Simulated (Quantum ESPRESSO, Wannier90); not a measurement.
**Tight-binding from DFT: CsPbCl3 (cubic perovskite)**

```
begin unit_cell_cart
ang
    5.6798400000    0.0000000000    0.0000000000
    0.0000000000    5.6798400000    0.0000000000
    0.0000000000    0.0000000000    5.6798400000
end unit_cell_cart
begin atoms_frac
Cs   0.0000000000  0.0000000000  0.0000000000
Pb   0.5000000000  0.5000000000  0.5000000000
Cl   0.0000000000  0.5000000000  0.5000000000
Cl   0.5000000000  0.0000000000  0.5000000000
Cl   0.5000000000  0.5000000000  0.0000000000
end atoms_frac
```

Cell from Materials Project (mp-23037), symmetrised, no further relaxation. COD (Crystallography Open Database) records the formula in this space group. Ideal cubic forms of this type are often high-temperature phases that distort on cooling; symmetry holds the cell here, and its stability was not tested. Method: PBEsol plane waves in Quantum ESPRESSO 7.5 (PseudoDojo norm-conserving files, 50 Ry, no spin polarisation, no spin-orbit coupling), Bloch states on a 6×6×6 mesh through Γ, Wannier90 4.0.1. Density: 6×6×6 mesh, cold smearing 0.01 Ry. Spin-orbit coupling is left out although heavy elements are present.

Functional, cutoff and mesh named above are those of the base row (1); the first column says what each row takes instead. Model: 16 functions from bands 7-9,14-36, start hydrogen-like Cs: s; Pb: p; Cl: s;p, disentangled but not localised (num_iter = 0), frozen window tied to the conduction edge or Fermi level of each row, as listed, which moves Ω_I and hoppings a little by itself. Energies are relative to the valence-band maximum; the misfit is to pw.x on a path, for states up to 3.0 eV relative to the valence-band maximum. The lattice is scaled uniformly, fractional positions fixed. The disentangled Ω_I can sit in another minimum from row to row.

```json
[
 {"scale": "0.97", "frozen to (eV)": "3.05", "Ω_I (Å²)": "32.13", "rms misfit (meV)": "2.5", "gap (eV)": "1.56", "bottom of band 7 (eV)": "-15.68", "on-site Pb2 pz minus Cs1 s (eV)": "-2.19", "hopping modulus Cl3 px – Pb2 px, R = 0 0 0 (eV)": "1.998", "hopping modulus Cl3 s – Pb2 px, R = 0 0 0 (eV)": "1.112", "hopping modulus Cl3 s – Cs1 s, R = 0 0 0 (eV)": "0.276"},
 {"scale": "0.985", "frozen to (eV)": "3.28", "Ω_I (Å²)": "31.10", "rms misfit (meV)": "1.6", "gap (eV)": "1.78", "bottom of band 7 (eV)": "-15.20", "on-site Pb2 pz minus Cs1 s (eV)": "-2.19", "hopping modulus Cl3 px – Pb2 px, R = 0 0 0 (eV)": "1.907", "hopping modulus Cl3 s – Pb2 px, R = 0 0 0 (eV)": "1.018", "hopping modulus Cl3 s – Cs1 s, R = 0 0 0 (eV)": "0.270"},
 {"scale": "1", "frozen to (eV)": "3.47", "Ω_I (Å²)": "30.23", "rms misfit (meV)": "1.2", "gap (eV)": "1.97", "bottom of band 7 (eV)": "-14.76", "on-site Pb2 pz minus Cs1 s (eV)": "-2.20", "hopping modulus Cl3 px – Pb2 px, R = 0 0 0 (eV)": "1.819", "hopping modulus Cl3 s – Pb2 px, R = 0 0 0 (eV)": "0.932", "hopping modulus Cl3 s – Cs1 s, R = 0 0 0 (eV)": "0.263"},
 {"scale": "1.015", "frozen to (eV)": "3.64", "Ω_I (Å²)": "29.54", "rms misfit (meV)": "0.9", "gap (eV)": "2.14", "bottom of band 7 (eV)": "-14.37", "on-site Pb2 pz minus Cs1 s (eV)": "-2.22", "hopping modulus Cl3 px – Pb2 px, R = 0 0 0 (eV)": "1.735", "hopping modulus Cl3 s – Pb2 px, R = 0 0 0 (eV)": "0.851", "hopping modulus Cl3 s – Cs1 s, R = 0 0 0 (eV)": "0.258"},
 {"scale": "1.03", "frozen to (eV)": "3.78", "Ω_I (Å²)": "28.98", "rms misfit (meV)": "0.7", "gap (eV)": "2.28", "bottom of band 7 (eV)": "-14.01", "on-site Pb2 pz minus Cs1 s (eV)": "-2.24", "hopping modulus Cl3 px – Pb2 px, R = 0 0 0 (eV)": "1.653", "hopping modulus Cl3 s – Pb2 px, R = 0 0 0 (eV)": "0.776", "hopping modulus Cl3 s – Cs1 s, R = 0 0 0 (eV)": "0.252"}
]
```
